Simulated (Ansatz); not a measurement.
TaAl:
```cif
data_AlTa
_chemical_formula_sum 'Ta1 Al1'
_space_group_name_H-M_alt 'P4/mmm'
_space_group_IT_number 123
_space_group_name_Hall '-P 4 2'
_cell_length_a 2.80717
_cell_length_b 2.80717
_cell_length_c 4.15487
_cell_angle_alpha 90.000
_cell_angle_beta 90.000
_cell_angle_gamma 90.000
loop_
_atom_site_label
_atom_site_type_symbol
_atom_site_symmetry_multiplicity
_atom_site_Wyckoff_symbol
_atom_site_fract_x
_atom_site_fract_y
_atom_site_fract_z
_atom_site_occupancy
Ta1 Ta 1 a 0.00000 0.00000 0.00000 1
Al1 Al 1 d 0.50000 0.50000 0.50000 1
```

Relaxed with PBEsol.

Task: Decompose the optical modes at the zone centre into irreducible representations, and say which are infrared and Raman allowed.

Result: Point group 4/mmm: Γ_opt = A2u + Eu. Infrared: A2u, Eu. Raman: none.

Task: Assign frequencies (DFPT, PBEsol in the plane-wave PAW code Ansatz).

Result: Eu 219, A2u 304 cm⁻¹.

The start of the workflow was typed in or built on a structure type; neither database checked (COD, Materials Project) lists it. Whether it is the stable phase at ambient conditions was not checked. Symmetry was held in the PBEsol relaxation. At this level the phase is mechanically unstable. No spin polarisation was allowed. As this level gives no gap, phonon frequencies hold no LO–TO term and depend on the k-mesh and smearing (Fermi–Dirac, 0.1 eV here). Scalar-relativistic: spin–orbit coupling is off unless named, which matters more the heavier the elements.

Potentials: the later of the program's two PAW sets.
